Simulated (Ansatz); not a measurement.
NbAlB:
```cif
data_Al2B2Nb2
_chemical_formula_sum 'Al2 B2 Nb2'
_space_group_name_H-M_alt 'P 1'
_space_group_IT_number 1
_cell_length_a 7.50490
_cell_length_b 7.50490
_cell_length_c 3.10238
_cell_angle_alpha 90.000
_cell_angle_beta 90.000
_cell_angle_gamma 154.302
loop_
_space_group_symop_operation_xyz
  'x, y, z'
loop_
_atom_site_label
_atom_site_type_symbol
_atom_site_fract_x
_atom_site_fract_y
_atom_site_fract_z
_atom_site_occupancy
Al1 Al 0.70086 0.29914 0.25000 1
Al2 Al 0.29914 0.70086 0.75000 1
B1 B 0.46972 0.53028 0.75000 1
B2 B 0.53028 0.46972 0.25000 1
Nb1 Nb 0.08860 0.91140 0.75000 1
Nb2 Nb 0.91140 0.08860 0.25000 1
```

Relaxed with r²SCAN.

Task: Tabulate the valence density and the electron localisation function along the shortest B–Nb contact (2.41 Å), plane-wave PAW r²SCAN (Ansatz code).

Result: 

```csv
distance from B (Å),density (e/Å³),ELF
0.24,0.51,0.02
0.36,0.63,0.12
0.48,0.66,0.31
0.60,0.63,0.48
0.72,0.56,0.57
0.84,0.49,0.56
0.96,0.43,0.47
1.08,0.40,0.32
1.21,0.41,0.21
1.33,0.49,0.19
1.45,0.75,0.30
1.57,1.32,0.51
1.69,2.26,0.69
1.81,3.46,0.76
1.93,4.55,0.73
2.05,5.12,0.59
2.17,4.99,0.33
```

The density is the valence pseudo-density with augmentation charge, so density and ELF within about 1 Å of a nucleus are not all-electron values.

Space group Cmcm. The start of the workflow was typed in or built on a structure type; neither database checked (COD, Materials Project) lists it. Its standing as an ambient phase is unchecked. Symmetry was held in the r²SCAN relaxation; whether a distortion lowers the energy is not shown. No spin polarisation was allowed.

Potentials: the earlier of the program's two PAW sets. The files were generated under PBE; for other functionals the program regenerates the frozen cores, and for LDA and PBEsol the local potential too.
